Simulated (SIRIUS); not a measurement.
Consider a self-consistent single point of Mo (Im-3m, 2 atoms in the cell; from Materials Project mp-129, changed as shown).

```xyz
2
Lattice="3.1043 0.0000 0.0000 0.0000 3.1043 0.0000 0.0000 0.0000 3.1043" Properties=species:S:1:pos:R:3 pbc="T T T"
Mo     0.0000     0.0000     0.0000
Mo     1.5521     1.5521     1.5521
```

Computed with PBE, FP-LAPW (LAPW with two local orbitals a valence shell; core below -3 Ha), all-electron full potential with ZORA scalar-relativistic valence and Dirac core (SIRIUS).

SIRIUS settings:

- parameters.ngridk: 10 10 10
- basis: LAPW with two local orbitals a valence shell, core below -3 Ha
- unit_cell.atom_type_rmt: {Mo: 2.4} bohr
- parameters.xc_functionals: [XC_GGA_X_PBE, XC_GGA_C_PBE]
- parameters.aw_cutoff: 7
- parameters.pw_cutoff: 16 1/bohr
- parameters.smearing: fermi_dirac
- parameters.smearing_width: 0.00367493 Ha
- parameters.electronic_structure_method: full_potential_lapwlo
- parameters.lmax_apw: 8
- parameters.lmax_rho: 8
- parameters.lmax_pot: 8
- parameters.auto_rmt: 0
- parameters.num_fv_states: 18
- parameters.num_mag_dims: 0
- parameters.num_dft_iter: 100
- parameters.energy_tol: 1e-07 Ha
- parameters.density_tol: 1e-06
- mixer.type: anderson
- mixer.beta: 0.2
- mixer.use_hartree: false

Results:

- Number of valence electrons: 28
- Number of bands: 18
- Number of k-points after the program's reduction: 56
- Size of the basis: 130
- Number of SCF iterations: 11
- FFT grid: 32 × 32 × 32
- Free energy E − TS: -220389.1496 eV
- Fermi level (on the code's own zero): 13.21 eV

For comparison: a first run was changed to give this one (lattice scaled by 0.98), and from it to this one the free energy goes up by 41.9 meV/atom.

The structure comes from a collection of computed structures, made at another level of theory; the collection holds predicted forms beside known ones. Values depend on the basis (sphere radii, cutoffs, local orbitals), which need not be converged.

Cost on one core: about 40 core-seconds (a rough figure).
